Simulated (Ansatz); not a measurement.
Given:

HfC (rock salt), conventional cell a = b = c = 4.607 Å, α = β = γ = 90.00°. The calculation uses the primitive cell of 2 atoms, to which meshes and values per cell refer.

E(V) scan at fixed shape, V₀ the volume above. Symmetry pins the atoms to their sites.

Method: PBEsol (plane waves to 420 eV, PAW, scalar-relativistic; Ansatz, a first-principles code). k mesh 17×17×17 (Γ-centred), Fermi-Dirac smearing 0.05 eV. The energy includes the smearing's −TS. Stress and pressure are positive under compression. HfC is run without spin polarisation. HfC was relaxed with its symmetry unable to fall. Spin-orbit coupling is left out, though Hf is heavy. The zero of ΔE is the relaxed starting cell.

The scan covers V/V₀ from 0.840 to 1.160 in 11 points.

What is the fitted pressure derivative B₀′?

3.9.

What bulk modulus B₀ follows from a third-order Birch-Murnaghan fit?

248 GPa.

(Under strain, the slope of the energy per volume gives the stress and its curvature an elastic modulus.)
